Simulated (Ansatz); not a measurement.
Input:

GaSb:
```
CELL_PARAMETERS angstrom
      4.30550     0.00000     0.00000
     -2.15275     3.72867     0.00000
      0.00000     0.00000     7.09968
ATOMIC_POSITIONS crystal
  Ga 0.66667 0.33333 0.50046
  Ga 0.33333 0.66667 0.00046
  Sb 0.66667 0.33333 0.87444
  Sb 0.33333 0.66667 0.37444
```

This is the PBEsol-relaxed structure.

Q: All from plane-wave PAW PBEsol (Ansatz code), unless another level is named. Give the electronic character.

A: no gap, with almost no states at the Fermi level (zero-gap or semimetallic).

Q: Predict the formation energy from the elements (no fitted shifts).

A: -0.11 eV/atom.

Q: And the HSE06 gap on the PBEsol cell?

A: 0.74 eV (a hybrid on a coarse mesh can open a false gap in a semimetal).

Q: What about the gap with spin–orbit coupling?

A: none (metallic).

Space group P6_3mc (wurtzite). The first step of the workflow began from a Materials Project structure, measured or hypothetical; the Crystallography Open Database copy checked does not list it. It is not the phase usual at ambient conditions (space group No. 216). The PBEsol relaxation kept the symmetry of its start; of distortions, only those at the zone centre were tested. The references are the lowest solids computed at this level, not always the standard phases. Scalar-relativistic: spin–orbit coupling is off unless named, which matters more the heavier the elements.

Potentials: the later of the program's two PAW sets.
